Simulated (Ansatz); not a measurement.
Relaxed candidate structures of K:

A. Immm (No. 71), oI2; a = 5.1488 Å, b = 5.1674 Å, c = 5.7656 Å, α = β = γ = 90.00°; close to I4/mmm at 0.1 Å; K 2a (0.000, 0.000, 0.000)

B. I4₁/amd, origin choice 1 (No. 141), tI4, AFLOW prototype A_tI4_141_a (A5, as in Sn); a = b = 8.2949 Å, c = 4.5261 Å, α = β = γ = 90.00°; K 4a (0.000, 0.000, 0.000)

C. Fd-3m, origin choice 1 (No. 227), cF8, diamond type; a = 9.7223 Å, b = 9.7223 Å, c = 9.7223 Å, α = 90.00°, β = 90.00°, γ = 90.00°; K 8a (0.000, 0.000, 0.000)

Problem. Rank these by energy per atom (lowest first), as r2SCAN (plane waves to 500 eV, PAW, scalar-relativistic; Ansatz, a first-principles code) gives it.

Solution. A (reference), B (+0.06 eV/atom), C (+0.34 eV/atom)

The lowest structure calculated, Fm-3m, cF4, fcc (Cu type), is not among these; it lies under 0.01 eV/atom below the lowest of them. Probably no minimum, since a slightly shaken restart fell lower: I4₁/amd, tI4, AFLOW prototype A_tI4_141_a (A5, as in Sn) (by 0.06 eV/atom, to C2/m); Fd-3m, cF8, diamond type (by 0.34 eV/atom, to C2/m). Each run could gain symmetry but not lose that of its start, so entries can be saddle points. All of these are generated cells (placed on structure types, drawn at random, substituted or restacked) that were not matched to a known phase here. Static energies at zero pressure. The runs use different k-meshes, so differences are rounded accordingly. No spin polarisation in the result.
